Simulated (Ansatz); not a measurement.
## Computed properties of GaNi3

GaNi$_{3}$:
```
GaNi3
1.0
    3.52920     0.00000     0.00000
    0.00000     3.52920     0.00000
    0.00000     0.00000     3.52920
Ga Ni
1 3
Direct
  0.00000   0.00000   0.00000
  0.50000   0.00000   0.50000
  0.00000   0.50000   0.50000
  0.50000   0.50000   0.00000
```
The run is spin-polarised; directions of the spins, atom by atom: 0 0 0 0.

Space group Pm-3m (No. 221), Cu3Au type; conventional cell a = 3.529 Å, b = 3.529 Å, c = 3.529 Å, α = 90.00°, β = 90.00°, γ = 90.00°.

Method: PBEsol (plane waves, PAW; program Ansatz). Structure relaxed to zero pressure with the same functional. Other levels are named where they apply.

### Cell and energy

```
Property                                                      Result
-----------------------------------------------------  -------------
Volume per atom                                             10.99 Å³
Density                                                   9.29 g/cm³
Formation energy from the elements (no fitted shifts)  -0.32 eV/atom
```

### Electronic structure

```
Item                                                                        Result
------------------------------------  --------------------------------------------
Electronic character                                             metallic (no gap)
Density of states at the Fermi level  0.85 states/eV per atom (mean over ±0.08 eV)
```

### Magnetism

```
Property                   Value
--------------  ----------------
Magnetic order     ferromagnetic
Net moment      0.19 μB per atom
```

### Mechanics

```
Property                                                                      Result
--------------------------------------------  --------------------------------------
Bulk modulus (Birch–Murnaghan fit)                                           207 GPa
Pressure derivative B′                                                           4.8
Elastic constants (relaxed ions, GPa)                C11 = 265, C12 = 178, C44 = 127
Mechanical stability                          stable (all eigenvalues of C positive)
Hill bulk and shear moduli                                          207 and 82.3 GPa
Young's modulus                                                              218 GPa
Poisson's ratio                                                                 0.32
Debye temperature from the elastic constants                                   447 K
```

The first step of the workflow began from a Materials Project structure, measured or hypothetical; the Crystallography Open Database copy checked does not list it. Its standing as an ambient phase is unchecked. Symmetry was held in the PBEsol relaxation; whether a distortion lowers the energy is not shown. The final state is ferromagnetic, the only order run, not a proven ground state. As this level gives no gap, shear constants depend on the k-mesh and smearing (Fermi–Dirac, 0.1 eV here). The references are the lowest solids computed at this level, not always the standard phases. Scalar-relativistic: spin–orbit coupling is off unless named, which matters more the heavier the elements.

Potentials: the later of the program's two PAW sets.
